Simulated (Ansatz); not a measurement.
Suppose YHfF₃ takes space group Pm-3m (No. 221), with Y on 1b; Hf on 1a; F on 3d. The cell of YHfF₃ is invented: perovskite family, tilts a0a0a0 (A site Y; B site Hf; X site F).

All numbers below come from Ansatz, DFT PBE, scalar-relativistic, plane waves, PAW. Cutoff 420 eV, Γ-centred mesh, Gaussian smearing, no spin polarisation.

Energies over the elements count from the elements' standard structures at the same level (F₂ as a molecule), with no fitted energy shifts.

Task: Give the relaxed lattice parameters and positions.

Result:

Space group Pm-3m (No. 221). a = 4.423 Å, b = 4.423 Å, c = 4.423 Å, α = 90.00°, β = 90.00°, γ = 90.00°
```csv
atom,site,symmetry,x,y,z
Y,1b,m-3m,0.5000,0.5000,0.5000
Hf,1a,m-3m,0.0000,0.0000,0.0000
F,3d,4/mm.m,0.5000,0.0000,0.0000
```

It has the cubic perovskite type. Y has 12 F at 3.13 Å and 8 Hf at 3.83 Å; Hf has 6 F at 2.21 Å and 8 Y at 3.83 Å; F is surrounded by 2 Hf at 2.21 Å, 4 Y at 3.13 Å and 8 F at 3.13 Å.

Task: And its energy and gap?

Result: The energy over the elements is −1.75 eV/atom and the gap on the 8×8×8 mesh of the 5-atom cell is 0 eV (a metal). It lies below the elements, which doesn't yet make it stable against other compounds or structures.

The last run used Gaussian smearing of 0.10 eV. These runs have no spin–orbit coupling, which can matter for Hf. The cell is a metal run without spin; a magnetic state may lie lower. A structure relaxed within its symmetry needn't be a true minimum.
